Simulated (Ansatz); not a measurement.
Starting cell, HfC (rock salt):

```
CELL_PARAMETERS angstrom
      0.00000     2.30362     2.30362
      2.30362     0.00000     2.30362
      2.30362     2.30362     0.00000
ATOMIC_POSITIONS crystal
  C  0.00000 0.00000 0.00000
  Hf 0.50000 0.50000 0.50000
```

In each cell atom 2 (Hf, nearest neighbour C at 2.304 Å; its periodic images, 3.3 Å or more away, move with it) moves by s·(-1.000, 0.000, 0.000) (towards the nearest neighbour), the rest being held.

All values below come from PBEsol (plane waves to 420 eV, PAW, scalar-relativistic; Ansatz, a first-principles code). k mesh 14×14×14 (Γ-centred), Fermi-Dirac smearing 0.05 eV. The energy includes the smearing's −TS. Stress and pressure are positive under compression. Left out: 2 of 11 points, with atoms too close for the PAW data. With partly filled bands, energies and forces of such displacements shift with the k mesh and the smearing. HfC is run without spin polarisation. HfC was relaxed with its symmetry unable to fall. Spin-orbit coupling is left out, though Hf is heavy. ΔE is measured from the undisplaced structure.

Predict the ΔE (meV/cell) and P (GPa) at s (Å) = -0.368, -0.184, -0.092, 0.276, 0.368.


```tsv
s (Å)	ΔE (meV/cell)	P (GPa)
-0.368	731	14.8
-0.184	145	3.3
-0.092	35	0.8
0.276	363	7.9
0.368	731	14.8
```

(For displaced atoms, the force is minus the slope of the energy, and its curvature is a force constant, which sets phonon frequencies.)
